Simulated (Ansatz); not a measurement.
GaSb:
```xyz
2
Lattice="0.0000 2.8989 2.8989 2.8989 0.0000 2.8989 2.8989 2.8989 0.0000" Properties=species:S:1:pos:R:3 pbc="T T T"
Sb     0.0000     0.0000     0.0000
Ga     2.8989     2.8989     2.8989
```

Relaxed with PBE. Special points in fractions of this cell's reciprocal vectors: Γ (0.000, 0.000, 0.000); X (0.500, 0.000, 0.500); U (0.625, 0.250, 0.625); K (0.375, 0.375, 0.750); L (0.500, 0.500, 0.500); W (0.500, 0.250, 0.750).

Problem. List the band energies nearest the Fermi level at these points for DFT-PBE in the program Ansatz with PAW potentials.

Solution. In eV from the Fermi level; about four levels below and three above (degenerate sets whole), none deeper than 8.9 eV; points with the same levels are listed once.

```csv
k,below,above
Γ,-0.29,0.14 0.14 0.14
X,-5.00 -3.97 -2.34 -2.34,3.06 8.77 8.77
U,-5.94 -4.47 -1.71 -0.72,5.35 6.09 7.06
L,-7.31,0.45 0.45 2.18 2.18
W,-8.53 -5.78 -3.98 -3.98,2.07 3.26 6.75 6.75
```

Space group Fm-3m (rock salt). The cell is a constructed one: a structure type filled with these elements; neither database checked (COD, Materials Project) lists it. It is not the phase usual at ambient conditions (space group No. 216). The cell was relaxed with PBE under the symmetry of its start; whether a distortion lowers the energy is not shown. Scalar-relativistic: spin–orbit coupling is off unless named, which matters more the heavier the elements.

Potentials: the later of the program's two PAW sets.
